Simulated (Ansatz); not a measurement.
Ansatz (a quantum-chemistry and plane-wave program) input:

Ansatz 0.2 input:
```yaml
crystal:
  lattice:
    - [4.4404953648, 0.0, 0.0]
    - [-2.2202476824, 3.8455817913, 0.0]
    - [0.0, 0.0, 7.4614940036]
  atoms:
    - { symbol: Zn, position: [0.3333333333, 0.6666666667, 0.6319086779] }
    - { symbol: Zn, position: [0.6666666667, 0.3333333333, 0.3680913221] }
    - { symbol: Ca, position: [0.0, 0.0, 0.0] }
    - { symbol: Sb, position: [0.3333333333, 0.6666666667, 0.2587114614] }
    - { symbol: Sb, position: [0.6666666667, 0.3333333333, 0.7412885386] }
kpoints:
  mp_grid: { grid: [7, 7, 4] }
hamiltonian:
  xc: r2scan
  pseudopotentials: { kind: paw }
scf:
  occupations: { method: fixed }
checkpoint: { read: static.run }
output: { write_density: true, elf: true, volumetric_format: npy }
basis: { fft_grid_basis: typed }
```

Output (shortened):

```
Pseudopotentials: kind: paw
Pseudopotential: Zn, paw, valence charge 12
Pseudopotential: Ca, paw, valence charge 10
Pseudopotential: Sb, paw, valence charge 15
Functional definition: r2SCAN
Crystal: 5 atoms, lattice volume = 127.415 Å³
Basis set: ecut = 500 eV, 3213 PW (Γ), exchange–correlation on 144×144×240 points (64 copies of the dense FFT grid, shifted against one another)
Bands: 39, of which v1, the nominal top of the filled ones, is band 32 counted from 1 (31 counted from 0)
Symmetry: 12 space group operations
Space group: P-3m1 (ITA 164), of the structure as read, at distance tolerance 5.0e-5 Å
k-points: 28 of 196
PAW frozen core: Zn, regenerated for the run's functional
PAW frozen core: Ca, regenerated for the run's functional
PAW frozen core: Sb, regenerated for the run's functional
Initial density: read from a saved state, or passed on in memory by an earlier SCF of this step, an earlier step, the calling program or the single point that …
Stability of the state it starts from, as read at its close in the unpolarized treatment …
Initial wavefunctions: pseudopotential atomic-orbital guess
Eigensolver: davidson
Functional: x = r2scan, c = r2scan; τ floored in thin density (d = 2e-4 eV/Å³)
iter 1 solved again at ethr=8.10e-8 eV; its pass at ethr=3.10e-3 eV (dr2=5.18e-5 eV) is discarded
SCF iter   1: F=—  HF=-21474.091156 eV  |F-HF|=—  |Δ(HF+E_count)|=         —  Δρ=2.55e-7  dr2=1.95e-10  dr2_τ=8.20e-12  ethr=8.10e-8  ⟨swp⟩=4.1  Hψ=7293  notcnv=0  defer=138
all-band conjugate gradients solve this SCF's bands
preconditioner: auto → Resta (q_TF=auto, 2.432 Å⁻¹)
SCF iter   2: F=-21474.091156 eV  HF=-21474.091156 eV  |F-HF|=3.64e-11  |Δ(HF+E_count)|=   3.29e-7  Δρ=1.43e-7  dr2=5.84e-11  dr2_τ=5.76e-12  ethr=1.00e-12  ⟨swp⟩=15.0  Hψ=7565  notcnv=0
SCF 1 converged in 2 iterations: F = -21474.091156 eV  dr2 = 5.84e-11
SCF converged after 2 iterations
Free energy (F): -21474.091156 eV
Harris-Foulkes:  -21474.091156 eV  (|F-HF|=3.64e-11)
Internal energy: -21474.091156 eV  (E = F + TS)
E sigma→0 (E₀):  -21474.091156 eV
Fermi energy:    8.869353 eV
--- Per-component energies (eV) ---
  E_band       = -482.634094
  E_kinetic    = 953.192990
  E_local      = -7893.684332  (includes V_loc(G=0)·N_el)
  E_nonlocal   = 2025.270394
  E_hartree    = 3403.927940
  E_xc         = -639.532578
  E_vxc        = -506.834409  (∫ρ·V_xc dr)
  E_paw        = -13769.706131  (= ΣΔE_a)
  E_vpaw       = -1899.795207  (= ΣTr[D̂ρ^β])
  E_aug_tail   = -0.000111  (compensation charges beyond the density's cutoff)
  E_vtau       = 31.360672  (kinetic-family band-sum trace: ∫τ·v_τ [+ j·A + Jᵃ·Aᵃ] dr)
  E_ewald      = -5553.985500
  E_core_change = 0.426171  (= ΣΔE_core)
  E_smearing   =  0.000000  (= −TS)
  E_closure    = 0.000000  (closes the sum)
  Σ components = -21474.091156   (vs F -21474.091156, Δ=0.00e0)
  [band-id]    e_kinetic+e_local+e_nonlocal+2·e_hartree+e_vxc+e_vpaw+e_augmentation_tail+e_vtau = -482.634123   (vs E_band -482.634094, Δ=-2.88e-5)
--- Band table (eV; the first three rows and the last of 28) ---
  k-point 0: bands = ["-34.6467", "-20.5105", "-20.5105", "-20.5102", "-20.5102", "-20.4886", "-20.4879", "-20.4786", "-20.4786", "-20.4773", "-20.4773", "-14.8059", "-14.7573", "-14.7573", "-2.6118", "-1.4338", "0.8577", "0.8577", "0.9047", "0.9047", "1.0357", "1.0357", "1.1064", "1.1412", "1.1923", "1.1923", "3.4168", "7.4227", "7.4227", "8.7707", "8.8694", "8.8694", "9.0042", "10.5435", "10.8973", "11.1546", "11.1546", "11.8781", "11.8781"]
  k-point 1: bands = ["-34.6467", "-20.5112", "-20.5112", "-20.5095", "-20.5095", "-20.4885", "-20.4880", "-20.4784", "-20.4784", "-20.4774", "-20.4774", "-14.8060", "-14.7573", "-14.7573", "-2.5089", "-1.5992", "0.8558", "0.8558", "0.9055", "0.9055", "1.0349", "1.0372", "1.0372", "1.1158", "1.1915", "1.1915", "3.9598", "7.5530", "7.5697", "7.5697", "8.5459", "8.5459", "9.0461", "10.8064", "11.2401", "11.2401", "11.6606", "12.0429", "12.0429"]
  k-point 2: bands = ["-34.6467", "-20.5116", "-20.5116", "-20.5091", "-20.5091", "-20.4882", "-20.4882", "-20.4781", "-20.4781", "-20.4778", "-20.4778", "-14.8060", "-14.7573", "-14.7573", "-2.3536", "-1.8153", "0.8539", "0.8539", "0.9063", "0.9063", "0.9650", "1.0387", "1.0387", "1.1138", "1.1907", "1.1907", "4.7517", "6.4249", "7.9327", "7.9327", "8.0401", "8.0401", "9.1044", "10.6965", "11.1921", "11.1921", "12.1676", "12.7795", "12.7795"]
  k-point 27: bands = ["-34.6449", "-20.5105", "-20.5095", "-20.5091", "-20.5073", "-20.4860", "-20.4858", "-20.4785", "-20.4780", "-20.4775", "-20.4771", "-14.7936", "-14.7876", "-14.7773", "-1.2511", "-1.0843", "0.9498", "0.9598", "0.9732", "0.9965", "1.0083", "1.0470", "1.0652", "1.1471", "1.3145", "1.4372", "3.3165", "3.5359", "5.0610", "5.8277", "6.6935", "7.1549", "10.2614", "10.4667", "12.0972", "12.5366", "12.5506", "12.9783", "13.1626"]
  band table: 39 of 39 bands, residual norms ≤ 1.0e-3 eV
```

Cost: around 21 core-seconds (rough) on shared cores.

The workflow started from an entry of the Crystallography Open Database (COD). Whether it is the stable phase at ambient conditions was not checked. The cell was relaxed with r²SCAN under the symmetry of its start; whether a distortion lowers the energy is not shown. Scalar-relativistic: spin–orbit coupling is off unless named, which matters more the heavier the elements.

Potentials: the later of the program's two PAW sets.

Ansatz is a plane-wave DFT program.
